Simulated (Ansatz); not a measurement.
AlO₂ in space group Pnma (No. 62; Al on 4c, O on 4c, O on 4c), PBE in the plane-wave PAW code Ansatz. The conduction-band minimum lies on the Y–Γ line, 45 % of the way from Y, with 2 equivalent valleys. Second derivatives d²E/dk² of the lowest band at one valley (eV·Å²), along Cartesian directions:

| direction | d²E/dk² |
|---|---|
| [100] | 8.211 |
| [010] | 6.165 |
| [001] | 3.880 |
| [110] | 7.189 |
| [101] | 6.046 |
| [011] | 5.023 |

Problem. Find the principal effective masses, the density-of-states mass and the conductivity mass.

Solution. Off-diagonal terms follow from H_xy = H[110] − (H_xx + H_yy)/2, and m*/mₑ = 7.620 eV·Å² over each eigenvalue: 0.93, 1.2, 2.0. One valley's DOS mass (m₁m₂m₃)^(1/3) = 1.3, conductivity mass 3/(Σ 1/mᵢ) = 1.3 mₑ.

Problem. What effective density of states Nc follows at 300 K for parabolic valleys?

Solution. Nc = 2.509e19 × 2 × (1.3)^(3/2) / 2 (one spin channel) ≈ 3.7e19 cm⁻³.

The first step of the workflow began from a Materials Project structure, measured or hypothetical; the Crystallography Open Database copy checked does not list it. Whether it is the stable phase at ambient conditions was not checked. The PBE relaxation kept the symmetry of its start; whether a distortion lowers the energy is not shown. Magnetic state: ferromagnetic, chosen from 4 collinear starts compared on coarse meshes (ties went to the first, and starts can fall back to one state), not a proven ground state. No Hubbard U is applied.

Potentials: the later of the program's two PAW sets.

Edges and masses are those of Kohn–Sham bands, whose gap is no quasiparticle gap.
